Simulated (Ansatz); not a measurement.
Relaxed SiO2 (alpha-cristobalite type, space group P4_12_12):

```
CELL_PARAMETERS angstrom
      5.08278     0.00000     0.00000
      0.00000     5.08278     0.00000
      0.00000     0.00000     7.09805
ATOMIC_POSITIONS crystal
  Si 0.29405 0.29405 0.00000
  Si 0.79405 0.20595 0.75000
  Si 0.20595 0.79405 0.25000
  Si 0.70595 0.70595 0.50000
  O  0.24110 0.09387 0.17444
  O  0.74110 0.40613 0.57556
  O  0.25890 0.59387 0.07556
  O  0.75890 0.90613 0.67444
  O  0.90613 0.75890 0.32556
  O  0.40613 0.74110 0.42444
  O  0.59387 0.25890 0.92444
  O  0.09387 0.24110 0.82556
```

A phonon eigenvector at Γ is frozen into this cell: atom i moves by Q times the vector below, so Q is the largest atomic displacement, in Å. The cell is held.

| atom | x | y | z |
|---|---|---|---|
| Si1 | 0.006 | 0.006 | 0.000 |
| Si2 | -0.006 | 0.006 | 0.000 |
| Si3 | 0.006 | -0.006 | 0.000 |
| Si4 | -0.006 | -0.006 | 0.000 |
| O5 | -0.164 | -0.812 | 0.560 |
| O6 | 0.164 | -0.812 | 0.560 |
| O7 | -0.164 | 0.812 | 0.560 |
| O8 | 0.164 | 0.812 | 0.560 |
| O9 | 0.812 | 0.164 | -0.560 |
| O10 | -0.812 | 0.164 | -0.560 |
| O11 | 0.812 | -0.164 | -0.560 |
| O12 | -0.812 | -0.164 | -0.560 |

Level of theory: PBE (plane waves to 420 eV, PAW, scalar-relativistic; Ansatz, a program for electronic structure). k mesh 5×5×4 (Γ-centred), Fermi-Dirac smearing 0.05 eV. E stands for the smeared free energy. SiO2 was relaxed with its symmetry unable to fall. The PAW data are Ansatz's earlier set. ΔE is measured from the undisplaced structure.

| Q (Å) | ΔE (meV/cell) |
|---|---|
| -0.180 | 9824 |
| -0.120 | 4243 |
| -0.060 | 1042 |
| 0.000 | 0 |
| 0.060 | 1042 |
| 0.120 | 4243 |
| 0.180 | 9824 |

Problem. Which DFPT wavenumber at Γ belongs to this mode?
(A) 753 cm⁻¹
(B) 205 cm⁻¹
(C) 1106 cm⁻¹
(D) 34 cm⁻¹

Solution. C, 1106 cm⁻¹. The curvature of the scan gives 1106 cm⁻¹

(A displaced cell: forces are minus the slopes of the energy, force constants its curvatures, and phonons follow from these.)
